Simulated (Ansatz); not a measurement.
**WC-type EuBi**

The computed numbers are results of PBE, scalar-relativistic (collinear spin) in the plane-wave PAW code Ansatz at 420 eV, Γ-centred 10×10×4 mesh, 0.05 eV Gaussian smearing; PAW files: Ansatz's generated set soft_2.

```yaml
crystal:
  lattice:
    - [4.25711, 0.00000, 0.00000]
    - [-2.12856, 3.68677, 0.00000]
    - [0.00000, 0.00000, 9.18965]
  atoms:
    - { symbol: Eu, position: [0.00000, 0.00000, 0.00000] }
    - { symbol: Bi, position: [0.66667, 0.33333, 0.25000] }
    - { symbol: Eu, position: [0.00000, 0.00000, 0.50000] }
    - { symbol: Bi, position: [0.66667, 0.33333, 0.75000] }
```

This is a trial structure made by placing the elements on a prototype's sites, so it needn't be the stable form.

Magnetic state: antiferromagnetic, site spin moments Eu 6.81, -6.81 μB.

The geometry was relaxed with PBE and stays fixed; the gap of the first row includes a band path, the others are on their meshes. A negative pressure means that the level wants a smaller cell.

| level | k-mesh | gap (eV) | P (GPa) | largest spin moment (μB) | f electrons (Löwdin) |
| --- | --- | --- | --- | --- | --- |
| PBE | 10×10×4 | metal | 0.0 | 6.81 | 6.82 |

Problem. And under PBEsol (10×10×4): gap, the largest spin moment, pressure?

Solution. Gap zero (metallic), pressure -2.1 GPa, largest spin moment 6.81 μB.

**Why the levels differ.**

To first order a pressure P at this geometry moves the equilibrium volume by ΔV/V ≈ P/B0, with B0 = 29 GPa from PBE's equation of state: PBEsol −2.11/29.1 = −7.2 %, about 33.4 Å³/atom (from 36.06). These are estimates, not relaxations, and those over 6 % overshoot where the cell shrinks, since it stiffens.

No row holds spin–orbit coupling, which matters for elements this heavy.

Without a U the 4f levels of Eu lie too near the Fermi level, so their share of the states there, and what hangs on it, is overstated. The run wasn't fully tested for a lower electronic state.

Pressures are a third of the stress tensor's trace.
